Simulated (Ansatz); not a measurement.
Theory: DFT PBE, scalar-relativistic, plane waves, PAW (Ansatz 0.2.0). All cells share a 420 eV cutoff and Γ-centred k meshes spaced at most about 0.3 Å⁻¹ (about 0.25 or finer for metals, 2π included). No spin polarisation in the final relaxations.

These are static total energies at zero pressure.

Two relaxed structures of HfBi3O:

A. Space group Pm-3m (No. 221), cubic, a = 4.916 Å. Hf is surrounded by 12 Bi at 3.48 Å; Bi is surrounded by 2 O at 2.46 Å, 4 Hf at 3.48 Å and 8 Bi at 3.48 Å; O is surrounded by 6 Bi at 2.46 Å.

B. Space group P4/mmm (No. 123), tetragonal, a = 5.562 Å, c = 5.651 Å. Hf has 6 Bi at 2.78–2.83 Å; Bi on a site of symmetry 4/mmm has 2 Hf at 2.83 Å; around Bi on a site of symmetry mmm lie 2 Hf at 2.78 Å and 2 O at 2.78 Å; around O lie 4 Bi at 2.78 Å.

Question: Which is lower in energy, and by how much?

Answer: A is lower, by 0.34 eV/atom. A has the antiperovskite type, space group Pm-3m (No. 221), 23.8 Å³/atom and no gap on its mesh; B has space group P4/mmm (No. 123), 35.0 Å³/atom and no gap. Counting Bi or Hf atoms around O (for each partner element, those within 1.25 times its shortest distance or 1.15 times the sum of covalent radii, where it is the nearest in units of that sum or under 1.3; the shortest distance is added where it exceeds 1.18 times the sum of covalent radii), A has O 6 and B has O 4 from 2.8 Å. The denser one is the lower, and pressure would at first widen the difference. Both come from invented guesses. A third cell relaxed alike, in P6/mmm, lies 0.59 eV/atom below the lower of the two.

These runs have no spin–orbit coupling, which can matter for Bi and Hf. A magnetic state wasn't ruled out in cells without spin, among them Pm-3m. Cells relaxed within their symmetry can be saddle points.
